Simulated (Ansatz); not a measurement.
# Relaxing a structure of B

The relaxed structure here is a generated cell of B: the first start was made by placing the elements on the sites of a structure type, and the end was not matched to a known phase here, so it may be hypothetical.

The start is a generated cell, B built in the fcc structure type. Cell shape, volume and atoms are optimised at zero target pressure with r2SCAN (plane waves to 500 eV, PAW, scalar-relativistic; Ansatz, an electronic-structure program). First-step values are on the input's coarse k-mesh.

Ansatz input (later rounds restart from its end on a renewed k-mesh):
Ansatz 0.2 input:
```yaml
crystal:
  lattice:
    - [0, 1.434192, 1.434192]
    - [1.434192, 0, 1.434192]
    - [1.434192, 1.434192, 0]
  atoms:
    - { symbol: B, position: [0, 0, 0] }
basis: { ecutwfc: 500, ecutrho_ratio: 4, xc_grid: 4, fft_grid_basis: typed }
kpoints: { mp_grid: { grid: [14, 14, 14] } }
hamiltonian:
  xc: r2scan
  dispersion: none
  pseudopotentials: { azcp: { folder: ./paw }, kind: paw }
scf: { occupations: { method: fermi_dirac, width: 0.05 } }
relax: { f_tol: 0.01, max_steps: 100, cell: { stress_tol: 0.02 } }
output: { forces: true, stress: true }
```

**Question.** What pressure does the first self-consistent step give?

**Answer.** -5 GPa (negative: the cell is under tension).

**Question.** How much energy is released per atom?

**Answer.** Under 0.01 eV/atom.

**Question.** How do the shortest distances between atoms change?

**Answer.** The closest pairs of elements (up to four, under 3.6 Å), start → end: B–B 2.03 → 2.02 Å.

**Question.** Give the final cell and atomic positions.

**Answer.** 
```cif
data_B4
_chemical_formula_sum 'B4'
_space_group_name_H-M_alt 'Fm-3m'
_space_group_IT_number 225
_space_group_name_Hall '-F 4 2 3'
_cell_length_a 2.85533
_cell_length_b 2.85533
_cell_length_c 2.85533
_cell_angle_alpha 90.000
_cell_angle_beta 90.000
_cell_angle_gamma 90.000
loop_
_atom_site_label
_atom_site_type_symbol
_atom_site_symmetry_multiplicity
_atom_site_Wyckoff_symbol
_atom_site_fract_x
_atom_site_fract_y
_atom_site_fract_z
_atom_site_occupancy
B1 B 4 a 0.00000 0.00000 0.00000 1
```
(The calculation used a cell of 1 atom; values per cell refer to that cell.)

The space group stays Fm-3m (No. 225) (the run could not lower it); the end is fcc (Cu type), with 1 atom in the primitive cell. Final values are on a 28×28×28 k-mesh of the relaxed cell. No spin polarisation in the result. The relaxed primitive cell holds an odd number of electrons. A magnetic state may lie lower.

The run could not lower the symmetry of its start; a shaken copy of this end point relaxes with r2SCAN to C2/m (No. 12), 1.05 eV/atom lower.
